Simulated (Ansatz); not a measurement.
CoLi2Nb4O12:
```cif
data_CoLi2Nb4O12
_chemical_formula_sum 'Co1 Li2 Nb4 O12'
_space_group_name_H-M_alt 'P 1'
_space_group_IT_number 1
_cell_length_a 5.20976
_cell_length_b 9.22632
_cell_length_c 5.57343
_cell_angle_alpha 70.399
_cell_angle_beta 62.272
_cell_angle_gamma 73.673
loop_
_space_group_symop_operation_xyz
  'x, y, z'
loop_
_atom_site_label
_atom_site_type_symbol
_atom_site_fract_x
_atom_site_fract_y
_atom_site_fract_z
_atom_site_occupancy
Co1 Co 0.18374 0.60297 0.03587 1
Li1 Li 0.66847 0.11422 0.54407 1
Li2 Li 0.91524 0.36100 0.80801 1
Nb1 Nb 0.75098 0.76055 0.74709 1
Nb2 Nb 0.24624 0.24247 0.25912 1
Nb3 Nb 0.50824 0.50367 0.49738 1
Nb4 Nb 0.99624 0.99764 0.99922 1
O1 O 0.15343 0.68254 0.63711 1
O2 O 0.65742 0.19028 0.11625 1
O3 O 0.63993 0.57287 0.74796 1
O4 O 0.13660 0.08204 0.22271 1
O5 O 0.77888 0.94699 0.85332 1
O6 O 0.27847 0.45118 0.36100 1
O7 O 0.75134 0.88840 0.41334 1
O8 O 0.21913 0.39208 0.93036 1
O9 O 0.74058 0.63178 0.16953 1
O10 O 0.21606 0.13971 0.67078 1
O11 O 0.28352 0.81528 0.97365 1
O12 O 0.78493 0.32119 0.49751 1
```
Starting moments (μB, in the order of the atoms Co Li Li Nb Nb Nb Nb O O O O O O O O O O O O): 2.5 0.0 0.0 0.0 0.0 0.0 0.0 0.0 0.0 0.0 0.0 0.0 0.0 0.0 0.0 0.0 0.0 0.0 0.0.

Relaxed with PBE.

**Question.** Tabulate the valence density and the electron localisation function along the shortest Li–O contact (2.06 Å), plane-wave PAW PBE (Ansatz code).

**Answer.** 

| distance from Li (Å) | density (e/Å³) | ELF |
|---|---|---|
| 0.21 | 6.74 | 0.98 |
| 0.31 | 4.33 | 0.98 |
| 0.41 | 2.22 | 0.84 |
| 0.52 | 0.88 | 0.36 |
| 0.62 | 0.28 | 0.04 |
| 0.72 | 0.15 | 0.03 |
| 0.83 | 0.15 | 0.05 |
| 0.93 | 0.20 | 0.23 |
| 1.03 | 0.28 | 0.55 |
| 1.13 | 0.42 | 0.73 |
| 1.24 | 0.66 | 0.81 |
| 1.34 | 1.06 | 0.84 |
| 1.44 | 1.75 | 0.85 |
| 1.55 | 2.85 | 0.83 |
| 1.65 | 4.28 | 0.77 |
| 1.75 | 5.72 | 0.64 |
| 1.86 | 6.84 | 0.47 |

The density is the valence pseudo-density with augmentation charge, so density and ELF within about 1 Å of a nucleus are not all-electron values.

Space group P1. The start of the workflow was typed in or built on a structure type; neither database checked (COD, Materials Project) lists it. Whether it is the stable phase at ambient conditions was not checked. Symmetry was held in the PBE relaxation; its stability against distortions is not shown here. Spin order of the final state: ferromagnetic, the only order run, not a proven ground state. No Hubbard U is applied.

Potentials: the later of the program's two PAW sets.
